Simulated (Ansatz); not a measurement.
Relax this structure to zero stress and force, keeping its symmetry:

```cif
data_structure
_symmetry_space_group_name_H-M 'Pm-3m'
_symmetry_Int_Tables_number 221
_cell_length_a 2.8860
_cell_length_b 2.8860
_cell_length_c 2.8860
_cell_angle_alpha 90.000
_cell_angle_beta 90.000
_cell_angle_gamma 90.000
_cell_volume 24.04
loop_
_atom_site_label
_atom_site_type_symbol
_atom_site_symmetry_multiplicity
_atom_site_Wyckoff_symbol
_atom_site_fract_x
_atom_site_fract_y
_atom_site_fract_z
_atom_site_occupancy
Ga1 Ga 1 a 0.00000 0.00000 0.00000 1
Ni1 Ni 1 b 0.50000 0.50000 0.50000 1
```

The calculation used DFT r2SCAN, scalar-relativistic, plane waves, PAW (Ansatz 0.2.0).

Settings: cutoff 500 eV, Γ-centred mesh 14×14×14 on the computed 2-atom cell, Gaussian smearing of 0.10 eV; no spin polarisation.

Question: What does it relax to?

Answer: The volume drops by 0.10 Å³/atom to 11.92 Å³/atom, and the energy falls by 0.5 meV/atom. Final structure:
Space group Pm-3m (No. 221). a = 2.878 Å, b = 2.878 Å, c = 2.878 Å, α = 90.00°, β = 90.00°, γ = 90.00°
```tsv
atom	site	symmetry	x	y	z
Ga	1a	m-3m	0.0000	0.0000	0.0000
Ni	1b	m-3m	0.5000	0.5000	0.5000
```

Cost: 1 run of about 0.6 core-minutes, on Oxide Virtual Turin-like Processor (Zen 5) (shared hosts).